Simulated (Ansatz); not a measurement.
BP:
```yaml
crystal:
  lattice:
    - [0.00000, 2.24526, 2.24526]
    - [2.24526, 0.00000, 2.24526]
    - [2.24526, 2.24526, 0.00000]
  atoms:
    - { symbol: P, position: [0.75000, 0.75000, 0.75000] }
    - { symbol: B, position: [0.00000, 0.00000, 0.00000] }
```

Tensor components refer to the Cartesian frame of this cell.

Question: Give the high-frequency dielectric tensor and the Born effective charge tensors of the independent atoms from DFPT, LDA (plane waves, PAW; program Ansatz).

Answer: 
ε∞:
```
9.18  0.00  0.00
0.00  9.18  0.00
0.00  0.00  9.18
```
Z* of atom 1 (P), rows: field, columns: displacement, in e:
```
0.64  0.00  0.00
0.00  0.64  0.00
0.00  0.00  0.64
```
Z* of atom 2 (B), rows: field, columns: displacement, in e:
```
-0.64   0.00   0.00
 0.00  -0.64   0.00
 0.00   0.00  -0.64
```

Space group F-43m (zinc blende). The LDA relaxation kept the symmetry of its start.

Potentials: the later of the program's two PAW sets.
